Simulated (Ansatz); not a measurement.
A relaxation computed with Ansatz, from input to last step.

```yaml
crystal:
  lattice:
    - [-4.9150583175, 4.9150583175, 0.0]
    - [0.0, 4.9150583175, -4.9150583175]
    - [-4.9150583175, 0.0, -4.9150583175]
  atoms:
    - { symbol: Mo, position: [0.7530420437, 0.7476662984, 0.7489820429] }
    - { symbol: Mo, position: [0.2451205931, 0.251013588, 0.254377007] }
    - { symbol: Si, position: [0.4962767368, 0.5020325256, 0.499494816] }
    - { symbol: Si, position: [0.9974517303, 0.9994707431, 0.0024600302] }
    - { symbol: Al, position: [0.6293208319, 0.8704922901, 0.3742135422] }
    - { symbol: Mo, position: [0.1251708781, 0.3784908895, 0.86533203] }
    - { symbol: Mo, position: [0.3759834482, 0.8717699642, 0.1272826304] }
    - { symbol: Mo, position: [0.8730845286, 0.3753692407, 0.6281920096] }
    - { symbol: Al, position: [0.8724722425, 0.1330113891, 0.3743813691] }
    - { symbol: Mo, position: [0.3715890112, 0.6323954545, 0.8736385775] }
    - { symbol: Mo, position: [0.3768643202, 0.1222070637, 0.627021923] }
    - { symbol: Mo, position: [0.8746569583, 0.6273230876, 0.1232537947] }
    - { symbol: Mo, position: [0.6176595484, 0.1300999916, 0.8744046612] }
    - { symbol: Mo, position: [0.1260082225, 0.6332873611, 0.3718120405] }
    - { symbol: Mo, position: [0.1235228925, 0.8772495019, 0.6230016902] }
    - { symbol: Mo, position: [0.6224395511, 0.3705262189, 0.1317539773] }
  symmetry: { detect: false }
basis:
  ecutwfc: 500
kpoints:
  mp_grid: { grid: [2, 2, 2], shift: [0.5, 0.5, 0.5] }
hamiltonian:
  xc: r2scan
scf:
  occupations: { method: gaussian, width: 0.1 }
  lower_state_search: "off"
output:
  forces: true
  stress: true
  eigenvalues: true
relax:
  adjacent_minimum: "off"
  f_tol: 0.04
  max_steps: 50
  cell: { stress_tol: 0.3 }
```

```bash
ansatz run input.yaml --threads 4 --pin off --max-ram 9216MiB --backend cpu --events-out ev --progress --plain --runs-dir out
```

Computed with DFT r2SCAN, scalar-relativistic, plane waves, PAW in Ansatz.

Of 7 frames 7 are shown, positions in Å and forces in eV/Å; the SCF threshold varies from step to step. Steps run on the plane waves of an earlier cell, with a Pulay correction in the pressure. The basis is chosen afresh for the last frame, the zero of the energies, and can be on the way; energy and pressure step there, also at an unchanged geometry.

```xyz
16
Lattice="-4.9151 4.9151 0.0000 0.0000 4.9151 -4.9151 -4.9151 0.0000 -4.9151" Properties=species:S:1:pos:R:3:forces:R:3 pbc="T T T" step=1 free_energy_over_end_meV_per_atom=25.26 pressure_GPa=5.73
Mo   -7.3825    7.3761   -7.3561    0.8560    0.5430   -0.1220
Mo   -2.4551    2.4385   -2.4840    0.0100    0.0510    0.4030
Si   -4.8943    4.9067   -4.9226   -0.2590    0.0630    0.1770
Si   -4.9146    9.8150   -4.9245    0.3980    0.3200    0.3210
Al   -4.9324    7.3717   -6.1178    0.1890   -0.0690   -0.3300
Mo   -4.8684    2.4755   -6.1135   -0.6230   -0.3770   -0.1850
Mo   -2.4736    6.1328   -4.9104    0.1240   -0.3090   -0.3070
Mo   -7.3789    6.1362   -4.9326    0.4010   -0.6730   -0.0860
Al   -6.1284    4.9420   -2.4939   -0.1210   -0.0960   -0.0990
Mo   -6.1204    4.9346   -7.4022   -0.4330   -0.2430    0.0840
Mo   -4.9342    2.4530   -3.6825    0.0790    0.3710   -0.6550
Mo   -4.9048    7.3823   -3.6891   -0.4220   -0.6270    0.3350
Mo   -7.3336    3.6753   -4.9372   -0.7010    0.7180   -0.0410
Mo   -2.4468    3.7320   -4.9401    0.0560    0.0580    0.3970
Mo   -3.6692    4.9189   -7.3738   -0.6160    0.1010    0.0270
Mo   -3.7069    4.8805   -2.4687    1.0610    0.1680    0.0790
16
Lattice="-5.0107 4.9782 -0.0249 -0.0494 4.9537 -5.0325 -5.0293 0.0063 -5.0756" Properties=species:S:1:pos:R:3:forces:R:3 pbc="T T T" step=2 free_energy_over_end_meV_per_atom=16.76 pressure_GPa=-5.96
Mo   -7.4779    7.5485   -7.5940   -0.8020   -0.5020   -0.0730
Mo   -2.5397    2.4601   -2.5146    0.0620   -0.0580   -0.2870
Si   -5.0534    4.9355   -5.0595    0.1750    0.0410   -0.1510
Si   -5.0169    9.9371   -5.0086   -0.0180    0.3350    0.2690
Al   -5.0396    7.4414   -6.3484    0.0290   -0.0520    0.0200
Mo   -5.0761    2.4430   -6.3617    0.6090    0.0990    0.0980
Mo   -2.5573    6.1765   -5.0658   -0.2460   -0.0220    0.3590
Mo   -7.4864    6.1856   -5.1101   -0.2680    0.3480   -0.0290
Al   -6.2528    5.0119   -2.5742   -0.1850    0.1440   -0.0690
Mo   -6.3085    4.9663   -7.5996    0.0110    0.1370   -0.0490
Mo   -5.0166    2.5486   -3.8962   -0.4060   -0.2790    0.3910
Mo   -5.0882    7.3451   -3.8305    0.5080    0.3920    0.2160
Mo   -7.6214    3.7533   -5.1156    0.3110   -0.2520    0.1120
Mo   -2.5129    3.7602   -5.0053    0.0500   -0.2260   -0.3470
Mo   -3.8410    4.9785   -7.5503    0.0990   -0.2700   -0.2340
Mo   -3.7438    4.9910   -2.5309    0.0720    0.1650   -0.2250
16
Lattice="-4.9608 4.9371 -0.0094 -0.0261 4.9205 -4.9841 -4.9765 -0.0063 -5.0164" Properties=species:S:1:pos:R:3:forces:R:3 pbc="T T T" step=3 free_energy_over_end_meV_per_atom=1.03 pressure_GPa=-1.03
Mo   -7.4285    7.4426   -7.5026   -0.0770    0.0390    0.0460
Mo   -2.4999    2.4366   -2.5030   -0.0250    0.0660   -0.0180
Si   -4.9784    4.9055   -5.0088    0.0060    0.0050    0.0040
Si   -4.9498    9.8860   -4.9415    0.0510    0.1020    0.1250
Al   -4.9780    7.3848   -6.2534    0.0600   -0.0250   -0.0450
Mo   -4.9801    2.4324   -6.2618    0.0780   -0.0590   -0.0470
Mo   -2.5229    6.1289   -4.9989   -0.0330   -0.1050    0.0050
Mo   -7.4210    6.1348   -5.0417   -0.0190    0.0130    0.0210
Al   -6.1940    4.9628   -2.5483   -0.0850    0.0270   -0.0600
Mo   -6.2244    4.9229   -7.5199   -0.1220    0.0070    0.0060
Mo   -4.9883    2.5038   -3.8107   -0.0750   -0.0360   -0.0440
Mo   -4.9914    7.3324   -3.7606    0.0410   -0.0010    0.0790
Mo   -7.5039    3.6990   -5.0451    0.0350    0.0920    0.0050
Mo   -2.4702    3.7230   -4.9836   -0.0240   -0.0690   -0.0450
Mo   -3.7703    4.9225   -7.4869   -0.0930   -0.0710   -0.0230
Mo   -3.7135    4.9394   -2.5110    0.2810    0.0150   -0.0070
16
Lattice="-4.9303 4.9184 0.0002 -0.0113 4.9070 -4.9897 -4.9440 -0.0139 -5.0148" Properties=species:S:1:pos:R:3:forces:R:3 pbc="T T T" step=4 free_energy_over_end_meV_per_atom=0.92 pressure_GPa=0.63
Mo   -7.3733    7.4336   -7.4917   -0.0690   -0.1460    0.0110
Mo   -2.4828    2.4274   -2.4976   -0.0370    0.0720   -0.0660
Si   -4.9428    4.8811   -5.0062    0.0420   -0.0090   -0.0170
Si   -4.9018    9.8702   -4.9152   -0.0130   -0.0190    0.0220
Al   -4.9200    7.3501   -6.2539   -0.0480    0.0360    0.0290
Mo   -4.9369    2.4031   -6.2683   -0.0360    0.0520    0.0240
Mo   -2.5006    6.0963   -5.0109    0.0130    0.0340    0.0540
Mo   -7.3694    6.1084   -5.0205    0.0350    0.0060   -0.0760
Al   -6.1519    4.9520   -2.5691   -0.0030   -0.0030    0.0400
Mo   -6.1905    4.9057   -7.5192    0.2170   -0.0330    0.0980
Mo   -4.9768    2.4938   -3.8046    0.1460    0.0070   -0.1030
Mo   -4.9424    7.3012   -3.7549   -0.0510    0.1080   -0.0100
Mo   -7.4505    3.6851   -5.0344    0.0080   -0.0920   -0.0340
Mo   -2.4418    3.6956   -4.9923    0.0280    0.0460    0.0530
Mo   -3.7470    4.9009   -7.4818    0.1030   -0.0740   -0.0320
Mo   -3.6579    4.9223   -2.5116   -0.3330    0.0150    0.0060
16
Lattice="-4.9436 4.9272 -0.0040 -0.0209 4.9103 -4.9822 -4.9596 -0.0120 -5.0151" Properties=species:S:1:pos:R:3:forces:R:3 pbc="T T T" step=5 free_energy_over_end_meV_per_atom=0.17 pressure_GPa=0.08
Mo   -7.4045    7.4288   -7.4920   -0.0090    0.0170    0.0140
Mo   -2.4949    2.4335   -2.5027   -0.0150    0.0250    0.0050
Si   -4.9567    4.8917   -5.0040   -0.0080    0.0020    0.0050
Si   -4.9233    9.8791   -4.9142   -0.0010    0.0170    0.0280
Al   -4.9500    7.3655   -6.2514   -0.0020   -0.0090    0.0020
Mo   -4.9588    2.4144   -6.2656    0.0060   -0.0190    0.0030
Mo   -2.5123    6.1070   -4.9994   -0.0020   -0.0030   -0.0110
Mo   -7.3912    6.1179   -5.0303    0.0020   -0.0070    0.0020
Al   -6.1747    4.9567   -2.5600   -0.0190    0.0130   -0.0160
Mo   -6.2080    4.9083   -7.5086    0.0290    0.0130   -0.0210
Mo   -4.9804    2.4969   -3.8103    0.0190   -0.0200   -0.0410
Mo   -4.9678    7.3199   -3.7555   -0.0010    0.0050    0.0260
Mo   -7.4720    3.6885   -5.0399    0.0070   -0.0010    0.0100
Mo   -2.4548    3.7047   -4.9860   -0.0070    0.0040    0.0110
Mo   -3.7605    4.9003   -7.4794    0.0020   -0.0290   -0.0110
Mo   -3.6875    4.9296   -2.5067    0.0000   -0.0080   -0.0050
16
Lattice="-4.9436 4.9280 -0.0012 -0.0197 4.9095 -4.9806 -4.9591 -0.0143 -5.0146" Properties=species:S:1:pos:R:3:forces:R:3 pbc="T T T" step=6 free_energy_over_end_meV_per_atom=0.14 pressure_GPa=0.00
Mo   -7.4035    7.4280   -7.4872   -0.0070    0.0080    0.0010
Mo   -2.4958    2.4349   -2.5008   -0.0070    0.0120    0.0020
Si   -4.9564    4.8904   -5.0017   -0.0100    0.0000    0.0040
Si   -4.9221    9.8799   -4.9078   -0.0010    0.0130    0.0140
Al   -4.9492    7.3634   -6.2479   -0.0030   -0.0070    0.0000
Mo   -4.9572    2.4106   -6.2643   -0.0080   -0.0010   -0.0010
Mo   -2.5118    6.1062   -4.9972    0.0010    0.0000   -0.0090
Mo   -7.3905    6.1167   -5.0263    0.0040   -0.0070   -0.0070
Al   -6.1752    4.9583   -2.5596   -0.0110    0.0100   -0.0090
Mo   -6.2060    4.9075   -7.5075    0.0110    0.0060    0.0070
Mo   -4.9783    2.4937   -3.8100    0.0110   -0.0020   -0.0230
Mo   -4.9674    7.3205   -3.7511    0.0010    0.0000    0.0130
Mo   -7.4710    3.6868   -5.0365    0.0120    0.0000    0.0010
Mo   -2.4545    3.7036   -4.9835    0.0000   -0.0030    0.0040
Mo   -3.7589    4.8961   -7.4778   -0.0020   -0.0190    0.0000
Mo   -3.6872    4.9299   -2.5050    0.0100   -0.0090    0.0020
16
Lattice="-4.9436 4.9280 -0.0012 -0.0197 4.9095 -4.9806 -4.9591 -0.0143 -5.0146" Properties=species:S:1:pos:R:3:forces:R:3 pbc="T T T" step=7 free_energy_over_end_meV_per_atom=0.00 pressure_GPa=0.01
Mo   -7.4035    7.4280   -7.4872   -0.0070    0.0080    0.0010
Mo   -2.4958    2.4349   -2.5008   -0.0070    0.0120    0.0020
Si   -4.9564    4.8904   -5.0017   -0.0100    0.0000    0.0040
Si   -4.9221    9.8799   -4.9078   -0.0010    0.0130    0.0140
Al   -4.9492    7.3634   -6.2479   -0.0030   -0.0070    0.0000
Mo   -4.9572    2.4106   -6.2643   -0.0080   -0.0010   -0.0010
Mo   -2.5118    6.1062   -4.9972    0.0010   -0.0010   -0.0100
Mo   -7.3905    6.1167   -5.0263    0.0040   -0.0070   -0.0070
Al   -6.1752    4.9583   -2.5596   -0.0110    0.0100   -0.0090
Mo   -6.2060    4.9075   -7.5075    0.0110    0.0060    0.0070
Mo   -4.9783    2.4937   -3.8100    0.0110   -0.0020   -0.0230
Mo   -4.9674    7.3205   -3.7511    0.0010    0.0000    0.0130
Mo   -7.4710    3.6868   -5.0365    0.0120    0.0000    0.0010
Mo   -2.4545    3.7036   -4.9835    0.0000   -0.0030    0.0040
Mo   -3.7589    4.8961   -7.4778   -0.0020   -0.0190    0.0000
Mo   -3.6872    4.9299   -2.5050    0.0100   -0.0090    0.0020
```

It took 110 s on 4 threads of Intel(R) Xeon(R) Platinum 8259CL CPU @ 2.50GHz (Skylake/Cascade Lake) (shared host), peak memory 1.5 GiB.

The k mesh is coarse.